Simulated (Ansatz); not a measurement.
Theory: DFT, BLYP, plane waves (420 eV) with PAW, scalar-relativistic (Ansatz 0.2.0). The PAW files were generated under PBE, with cores re-solved for the functional.

An element in the diamond structure gives this curve. The cell is scaled uniformly from the relaxed one, with fractional coordinates and shape fixed. Energies are extrapolated to zero smearing, pressures are those at the given smearing. Magnetic state: spin not included.

| V (Å³/atom) | E − E₀ (meV/atom) | P (GPa) |
| --- | --- | --- |
| 39.959 | 16.0 | 1.18 |
| 41.775 | 6.2 | 0.69 |
| 43.591 | 1.2 | 0.31 |
| 45.407 | 0.0 | 0.00 |
| 47.224 | 1.7 | -0.24 |
| 49.040 | 5.7 | -0.42 |
| 50.856 | 11.5 | -0.57 |

(1) Which element is it?
A. magnesium
B. bismuth
C. thallium
D. tellurium

## Answers

(1) A. Its fit is V₀ = 45.17 Å³/atom, B₀ = 6.6 GPa, B₀′ = 5.3.
